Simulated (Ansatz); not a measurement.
## Mg3H2O4: ²H nuclear quadrupole resonance

Cell: an entry of the Crystallography Open Database (COD; perhaps a calculated or model structure), ions relaxed with PBE at fixed cell.

Space group P-3m1 (No. 164); a = 3.0530, c = 20.1250 Å, γ = 120.00°.

```csv
site,Wyckoff,site symmetry,x,y,z
Mg1,2d,3m.,0.3333,0.6667,0.3680
Mg3,2c,3m.,0.0000,0.0000,0.1237
Mg5,2d,3m.,0.6667,0.3333,0.2459
H7,2d,3m.,0.6667,0.3333,0.4688
H9,2d,3m.,0.6667,0.3333,0.0228
O11,2c,3m.,0.0000,0.0000,0.3068
O13,2d,3m.,0.6667,0.3333,0.4208
O15,2d,3m.,0.6667,0.3333,0.0708
O17,2d,3m.,0.3333,0.6667,0.1850
```

One atom of each set is listed.

Method: Kohn–Sham DFT in Ansatz, PBE, plane waves and PAW, scalar-relativistic, 420 eV cutoff, Γ-centred 9×9×2 k-points, Fermi–Dirac smearing 0.02 eV.

²H: I = 1, Q = 2.858 mb (year-2017 value). Static lattice, zero field.

Q: Predict the zero-field ²H lines of each site.

A: For I = 1 the lines are ν± = (3/4)|C_Q|(1 ± η/3) and ν₀ = |C_Q|η/2.

| site | atoms | V_zz (10²¹ V/m²) | C_Q (MHz) | η | line frequencies (MHz) |
| --- | --- | --- | --- | --- | --- |
| H7 | 2 | 4.59 | 0.317 | 0.00 | 0.238 |
| H9 | 2 | 4.43 | 0.306 | 0.00 | 0.229 |

An axis of threefold or higher order runs through H7 and H9, so V_zz lies along it and η is zero.
